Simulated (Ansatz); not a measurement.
Relaxed-ion elastic tensor of Cu (simple cubic, space group No. 221) in GPa (Voigt order), DFT-r²SCAN in the program Ansatz with PAW potentials; density 7.93 g/cm³, 13.30 Å³ per atom.

```
  317   17.9   17.9    0.0    0.0    0.0
 17.9    317   17.9    0.0    0.0    0.0
 17.9   17.9    317    0.0    0.0    0.0
  0.0    0.0    0.0  -29.0    0.0    0.0
  0.0    0.0    0.0    0.0  -29.0    0.0
  0.0    0.0    0.0    0.0    0.0  -29.0
```

Is the crystal mechanically stable?

No: the smallest eigenvalue of C is -29.0 GPa.

Space group Pm-3m (simple cubic). The start of the workflow was typed in or built on a structure type; neither database checked (COD, Materials Project) lists it. It is not the phase usual at ambient conditions (space group No. 225). Symmetry was held in the r²SCAN relaxation. At this level the phase is mechanically unstable. The run is not spin-polarised. As this level gives no gap, shear constants depend on the k-mesh and smearing (Fermi–Dirac, 0.1 eV here).

Potentials: the later of the program's two PAW sets.
